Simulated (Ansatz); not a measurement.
Co2C in space group Pnnm (No. 58; Co on 4g, C on 2a), plane-wave PAW PBEsol (Ansatz code), all energies at zero smearing, with the estimated change up to a 700 eV cutoff added, with one set of potentials and settings (totals compare only within such a set). Cell of 6 atoms (4 Co, 2 C): -20865.229 eV.

```csv
element,reference phase,E (eV/atom)
Co,"P6_3/mmc, 2 atoms in the cell, spin-polarised",-5092.9959
C,"P6_3/mmc, 4 atoms in the cell",-246.6950
```

Formation energy per atom, worked out: (-20865.229 − 4×(-5092.9959) − 2×(-246.6950))/6 = 0.024 eV/atom (2 kJ per mol of atoms), at 0 K, without zero-point energy or fitted corrections.

The workflow started from a Materials Project entry (that database holds measured and hypothetical structures alike); the Crystallography Open Database files this formula in space group No. 58, but the cells were not matched. Its standing as an ambient phase is unchecked. The cell was relaxed with PBEsol under the symmetry of its start; its stability against distortions is not shown here. The run is not spin-polarised. The references are the lowest solids computed at this level, not always the standard phases.

Potentials: the later of the program's two PAW sets.
